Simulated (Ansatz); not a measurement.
LiYSe2:
```xyz
4
Lattice="2.0311 1.1726 6.4922 -2.0311 1.1726 6.4922 0.0000 -2.3453 6.4922" Properties=species:S:1:pos:R:3 pbc="T T T"
Li     0.0000     0.0000     9.7383
Y      0.0000     0.0000     0.0000
Se     0.0000     0.0000    14.6191
Se     0.0000     0.0000     4.8575
```

r²SCAN in the plane-wave PAW code Ansatz gives a gap of 1.99 eV without spin–orbit coupling, maximum at Γ, minimum at F.

What happens when spin–orbit coupling is switched on?

The gap decreases by 0.10 eV, to 1.89 eV; maximum at Γ, minimum at F.

Give the electron effective mass with spin–orbit coupling.

0.29, 0.37, 1.7 mₑ (principal values).

Give the hole effective mass with spin–orbit coupling.

0.27, 1.5, 1.5 mₑ (principal values).

Space group R-3m. The first step of the workflow began from a Materials Project structure, measured or hypothetical; the Crystallography Open Database copy checked does not list it. With Li and Y taken as one species the cell has the higher symmetry Fm-3m, so it may be an ordered model of a mixed-site phase. Its standing as an ambient phase is unchecked. Symmetry was held in the r²SCAN relaxation; its stability against distortions is not shown here. The run is not spin-polarised.

Potentials: the later of the program's two PAW sets.
